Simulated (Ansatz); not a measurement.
Here is an unrelaxed guess for Ga₅N.

```xyz
6
Lattice="5.0266 0.0000 0.0000 -2.5133 4.3531 0.0000 0.0000 0.0000 4.6975" Properties=species:S:1:pos:R:3 pbc="T T T"
Ga    1.6708    2.8939    0.0000
Ga    0.0000    2.9021    2.3487
Ga   -0.8425    1.4592    0.0000
Ga    1.6850    0.0000    0.0000
Ga    2.5133    1.4510    2.3487
N     0.0000    0.0000    2.3487
```

Computed with Ansatz, DFT PBE, scalar-relativistic, plane waves, PAW. Settings: cutoff 420 eV, Γ-centred mesh 6×6×4 on the computed 6-atom cell, Gaussian smearing of 0.10 eV; no spin polarisation.

Formation energies are uncorrected and refer to the elements' standard structures at the same level (N₂ as a molecule).

Problem. How far from equilibrium is it?

Solution. The pressure is -2.1 GPa (the mean over three directions, positive in compression), the largest force is 0.83 eV/Å, and the energy is +0.64 eV/atom against the elements. The shortest distance is 2.88 Å.

Problem. How much does it gain on relaxing, and where does it end?

Solution. Relaxing gains about 0.42 eV/atom (the start's value is from the coarse mesh, so the gain is rough) in 32 ionic steps and ends at +0.22 eV/atom on the finer mesh. The symmetry stays P-62m (No. 189). The volume per atom grows by 0.5 %, from 17.1 to 17.2 Å³. The shortest distance goes from 2.88 Å (Ga–Ga) to 2.19 Å (Ga–N). The ratio c/a of the conventional cell changes by a factor of 0.46. Conventional cell: a = 6.502 Å, c = 2.822 Å. Ga on a site of symmetry m2m has 2 N at 2.19 Å and 8 Ga at 2.82–2.90 Å; around Ga on a site of symmetry -6 lie 8 Ga at 2.82–2.83 Å; N has 6 Ga at 2.19 Å and 2 N at 2.82 Å.

The last run used a 6×6×14 mesh (in the run's order of axes) for its 6-atom cell and Gaussian smearing of 0.10 eV. The relaxation can't lower the symmetry of the start. Symmetry constrained the relaxation, so the result can be a saddle point. Another cell of Ga5N relaxed alike, in P-6m2, lies 52 meV/atom lower, so this cell isn't the stable form at this level.
